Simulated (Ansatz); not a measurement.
Kick test of a cell of Mg₂CdO₃

The cell was found from a proposed guess, not taken from experiment.

These are results of Ansatz, DFT PBE, scalar-relativistic, plane waves, PAW, not measurements. Plane waves to 420 eV, a k mesh through Γ of 6×6×6 on the computed 12-atom cell and Gaussian smearing (0.02 eV); no spin polarisation.

The cell below (12 atoms, space group C2/m (No. 12)) is relaxed within its symmetry.

```
CELL_PARAMETERS angstrom
2.72572 -4.71146 -0.00119
2.72572 4.71146 -0.00119
-1.82359 0.00000 5.14700
ATOMIC_POSITIONS crystal
Mg 0.00000 0.00000 0.50000
Mg 0.33468 0.66532 0.50000
Mg 0.66532 0.33468 0.50000
Mg 0.50000 0.50000 0.00000
Cd 0.83252 0.16748 0.00000
Cd 0.16748 0.83252 0.00000
O 0.40842 0.09267 0.72508
O 0.90733 0.59158 0.27492
O 0.09267 0.40842 0.72508
O 0.59158 0.90733 0.27492
O 0.72418 0.72418 0.73841
O 0.27582 0.27582 0.26159
```

For the test it was strained at random (σ = 1.5 % a component), the atoms were moved at random (σ = 0.05 Å), and all was relaxed again on a coarse 4×4×4 mesh (in the run’s order of axes) with 0.10 eV smearing, with no symmetry imposed.

**Question.** What happens?

**Answer.** It returns, within 1 meV/atom of the unmoved cell on that mesh and with the same symmetry when read at 0.1 Å. So it is stable against the distortions that fit this cell and that this random move excites. Modes that don't fit the cell aren't tested.
